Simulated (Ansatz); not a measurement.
SnS2, first-principles data

SnS₂:
```yaml
crystal:
  lattice:
    - [5.90012, 0.00000, 0.00000]
    - [0.00000, 6.33533, 0.00000]
    - [0.00000, 0.00000, 3.77568]
  atoms:
    - { symbol: Sn, position: [0.00000, 0.00000, 0.00000] }
    - { symbol: Sn, position: [0.50000, 0.50000, 0.50000] }
    - { symbol: S, position: [0.25466, 0.35538, 0.00000] }
    - { symbol: S, position: [0.75466, 0.14462, 0.50000] }
    - { symbol: S, position: [0.24534, 0.85538, 0.50000] }
    - { symbol: S, position: [0.74534, 0.64462, 0.00000] }
```

Space group Pnnm (No. 58); conventional cell a = 5.900 Å, b = 6.335 Å, c = 3.776 Å, α = β = γ = 90.00°.

Method: DFT-PBE in the program Ansatz with PAW potentials. Geometry: relaxed at this level of theory. Other levels are named where they apply.

**Cell and energy**

- Volume per atom: 23.52 Å³
- Density: 4.30 g/cm³
- Formation energy from the elements (no fitted shifts): -0.22 eV/atom

**Electronic structure**

Band gap: 0.34 eV (smallest direct gap 0.34 eV)
Valence-band maximum: on the Γ–Z line, 9 % of the way from Γ (k = 0.000, 0.000, -0.047 in fractions of the reciprocal vectors)
Conduction-band minimum: at Γ
Electron effective mass: 0.18, 0.18, 0.47 mₑ (principal values)
Hole effective mass: 0.15, 2.6, 9.4 mₑ (principal values)

**Mechanics**

* **Bulk modulus (Birch–Murnaghan fit)**: 47.5 GPa
* **Pressure derivative B′**: 7.8

A made-up cell: these elements were put on the sites of a structure type; neither database checked (COD, Materials Project) lists it. It is not the phase usual at ambient conditions (space group No. 164). Symmetry was held in the PBE relaxation; its stability against distortions is not shown here. The references are the lowest solids computed at this level, not always the standard phases. Scalar-relativistic: spin–orbit coupling is off unless named, which matters more the heavier the elements.

Potentials: the later of the program's two PAW sets.
